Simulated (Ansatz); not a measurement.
Level of theory: DFT PBE, scalar-relativistic, plane waves, PAW in Ansatz. All cells share a 420 eV cutoff and Γ-centred k meshes spaced at most about 0.3 Å⁻¹ (about 0.25 or finer for metals, 2π included). No spin polarisation in the final relaxations.

All energies are static (0 K, no zero-point motion).

Two relaxed structures of TeO:

A.

```
Te O
1.0
     3.38252    0.00000    0.00000
    -1.69126    2.92935    0.00000
     0.00000    0.00000    4.18635
Te O
1 1
Direct
  0.00000 0.00000 0.27806
  0.00000 0.00000 0.82185
```

B.

```
Te O
1.0
    -1.65230    1.65230    4.03477
     1.65230   -1.65230    4.03477
     1.65230    1.65230   -4.03477
Te O
1 1
Cartesian
  0.0000 0.0000 0.0000
  0.0000 0.0000 4.0348
```

Problem. Which form is favoured at zero pressure, and by what margin per atom?

Solution. A is lower, by 0.31 eV/atom. A has space group P6mm (No. 183), 20.7 Å³/atom and no gap on its mesh; B has space group I4/mmm (No. 139), 22.0 Å³/atom and no gap. Counting O atoms around Te (those within 1.25 times the shortest such distance or 1.15 times the sum of covalent radii; a plus sign parts nearer from farther groups), A has Te 1+1 and B has Te 4. In A, around Te lie 1 O at 1.91 Å and 1 O at 2.28 Å; around O lie 1 Te at 1.91 Å and 1 Te at 2.28 Å. In B, Te is surrounded by 4 O at 2.34 Å; O is surrounded by 4 Te at 2.34 Å. Both come from invented guesses. A third cell relaxed alike, in Pmma, lies 58 meV/atom below the lower of the two.

No dispersion correction is applied, so the spacing and binding between layers, chains or molecules are poorly described (I4/mmm), and this can change margins and order among such cells. These runs have no spin–orbit coupling, which can matter for Te. Cells relaxed within their symmetry can be saddle points.
